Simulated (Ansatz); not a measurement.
Sb₂Mo:
```
Sb2Mo
1.0
    1.71170    -6.47524     0.00000
    1.71170     6.47524     0.00000
    0.00000     0.00000     5.97346
Mo Sb
2 4
Direct
  0.90133   0.09867   0.49912
  0.09867   0.90133   0.99912
  0.56064   0.43936   0.36030
  0.43936   0.56064   0.86030
  0.29099   0.70901   0.21558
  0.70901   0.29099   0.71558
```

Relaxed with PBE. Special points in fractions of this cell's reciprocal vectors: Γ (0.000, 0.000, 0.000); Y (-0.500, 0.500, 0.000); C0 (-0.267, 0.733, 0.000); Σ0 (0.267, 0.267, 0.000); Z (0.000, 0.000, 0.500); A0 (0.267, 0.267, 0.500); E0 (-0.267, 0.733, 0.500); T (-0.500, 0.500, 0.500); S (0.000, 0.500, 0.000); R (0.000, 0.500, 0.500).

Q: List the band energies nearest the Fermi level at these points for PBE in the plane-wave PAW code Ansatz.

A: In eV from the Fermi level; about four levels below and three above (degenerate sets whole), none deeper than 8.9 eV; points with the same levels are listed once.

```tsv
k	below	above
Γ	-0.98 -0.97 -0.91 -0.35	0.15 0.23 1.57
Y	-1.15 -0.30 -0.12 -0.08	0.01 0.55 0.61
C0	-2.42 -1.61 -1.19 -0.09	1.05 1.19 1.36
Z	-0.64 -0.64 -0.10 -0.10	0.26 0.26 2.70 2.70
A0	-1.92 -1.92 -0.82 -0.82	1.22 1.22 1.55 1.55
T	-1.34 -1.34 -0.51 -0.51	0.25 0.25 2.12 2.12
S	-2.27 -2.18 -0.86 -0.11	0.65 1.25 1.46
R	-1.83 -1.83 -0.69 -0.69	0.95 0.95 1.65 1.65
```

Space group Cmc2_1. The start of the workflow was typed in or built on a structure type; neither database checked (COD, Materials Project) lists it. Its standing as an ambient phase is unchecked. Symmetry was held in the PBE relaxation; its stability against distortions is not shown here. No spin polarisation was allowed. Scalar-relativistic: spin–orbit coupling is off unless named, which matters more the heavier the elements.

Potentials: the later of the program's two PAW sets.
